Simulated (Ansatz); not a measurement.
**Settings and field gradients in MoS2 with indium replacing Mo**

Cell: a supercell of MoS2 (space group P6_3/mmc) built from an entry of the Crystallography Open Database (COD), with all atoms left at the host's positions.

```yaml
crystal:
  lattice:
    - [9.50700, 0.00000, 0.00000]
    - [-3.16900, 5.48887, 0.00000]
    - [0.00000, 0.00000, 12.32400]
  atoms:
    - { symbol: In, position: [0.11111, 0.33333, 0.25000] }
    - { symbol: Mo, position: [0.11111, 0.83333, 0.25000] }
    - { symbol: Mo, position: [0.44444, 0.33333, 0.25000] }
    - { symbol: Mo, position: [0.44444, 0.83333, 0.25000] }
    - { symbol: Mo, position: [0.77778, 0.33333, 0.25000] }
    - { symbol: Mo, position: [0.77778, 0.83333, 0.25000] }
    - { symbol: Mo, position: [0.22222, 0.16667, 0.75000] }
    - { symbol: Mo, position: [0.22222, 0.66667, 0.75000] }
    - { symbol: Mo, position: [0.55556, 0.16667, 0.75000] }
    - { symbol: Mo, position: [0.55556, 0.66667, 0.75000] }
    - { symbol: Mo, position: [0.88889, 0.16667, 0.75000] }
    - { symbol: Mo, position: [0.88889, 0.66667, 0.75000] }
    - { symbol: S, position: [0.11111, 0.33333, 0.62300] }
    - { symbol: S, position: [0.11111, 0.83333, 0.62300] }
    - { symbol: S, position: [0.44444, 0.33333, 0.62300] }
    - { symbol: S, position: [0.44444, 0.83333, 0.62300] }
    - { symbol: S, position: [0.77778, 0.33333, 0.62300] }
    - { symbol: S, position: [0.77778, 0.83333, 0.62300] }
    - { symbol: S, position: [0.22222, 0.16667, 0.12300] }
    - { symbol: S, position: [0.22222, 0.66667, 0.12300] }
    - { symbol: S, position: [0.55556, 0.16667, 0.12300] }
    - { symbol: S, position: [0.55556, 0.66667, 0.12300] }
    - { symbol: S, position: [0.88889, 0.16667, 0.12300] }
    - { symbol: S, position: [0.88889, 0.66667, 0.12300] }
    - { symbol: S, position: [0.11111, 0.33333, 0.87700] }
    - { symbol: S, position: [0.11111, 0.83333, 0.87700] }
    - { symbol: S, position: [0.44444, 0.33333, 0.87700] }
    - { symbol: S, position: [0.44444, 0.83333, 0.87700] }
    - { symbol: S, position: [0.77778, 0.33333, 0.87700] }
    - { symbol: S, position: [0.77778, 0.83333, 0.87700] }
    - { symbol: S, position: [0.22222, 0.16667, 0.37700] }
    - { symbol: S, position: [0.22222, 0.66667, 0.37700] }
    - { symbol: S, position: [0.55556, 0.16667, 0.37700] }
    - { symbol: S, position: [0.55556, 0.66667, 0.37700] }
    - { symbol: S, position: [0.88889, 0.16667, 0.37700] }
    - { symbol: S, position: [0.88889, 0.66667, 0.37700] }
```

Atom numbers follow the list; atoms alike are taken as one site, whose name carries the number of the first.

Reference run. The numbers come from a DFT calculation in Ansatz (PBE, plane waves and PAW, scalar-relativistic, collinear spin, 420 eV cutoff, Γ-centred 3×4×2 k-points, Fermi–Dirac smearing 0.01 eV). Start moments as typed (μB): 1 on each In, none on the rest.

It gives V_zz (10²¹ V/m²) In -9.12 (η 0.19), Mo2 -9.86 (η 0.12), S24 -5.85 (η 0.05), among others. Each of these runs changes the input as listed (caps on SCF iterations aside):

A. basis.ecutwfc: not typed → 450 eV; scf.lower_state_search: not typed → standard; hamiltonian.xc: pbe → rpbe
B. kpoints.mp_grid.grid: [3, 4, 2] → [2, 3, 1]

(1) How does each run end, and how far do the gradients move?

Results:

(1) 

| run | In V_zz (η) | Mo2 V_zz (η) | S24 V_zz (η) | largest change of a gradient tensor, all atoms | note |
| --- | --- | --- | --- | --- | --- |
| A | -9.17 (0.17) | -9.92 (0.13) | -5.90 (0.05) | 0.31 | converged; another functional |
| B | -9.03 (0.36) | -9.82 (0.17) | -6.00 (0.10) | 1.23 | converged; mesh coarser than the reference's; absolute moment 0.8 → 0.1 μB; mixing stalled and the program minimised the free energy directly |

Run B moves them most, on S19 (V_zz from 3.78 to 3.23).

Run A changes basis.ecutwfc, hamiltonian.xc together, so the table can't tell their shares apart.

On the reference run: The defect repeats with the cell of 36 atoms, so it feels its images: sites between two images don't show the values beside a lone defect, and zeros or small values of η there can come from the images' arrangement. Mo and S carry a gradient in the pure host already, so the values there aren't the defect's effect alone. The shape of the repeated cell lowers the symmetry of the defect's site from -6m2 to m, so η and the spread among like neighbours partly reflect the cell. The defect cell has no gap above 0.1 eV on its mesh, so the values can hang on the smearing and the k-mesh. Without spin–orbit coupling (the program notes it for In and Mo) the gradients can shift by some per cent, and by up to a factor of two as the program warns, since there is no gap. The cell keeps the host's lattice, and with the defect in it the PBE pressure is 6 GPa. The run lost most of its start moments on In; a state with other moments may lie lower. The neighbours have not yet relaxed around the defect (largest force 2.1 eV/Å), and relaxing can change the values around it severalfold.
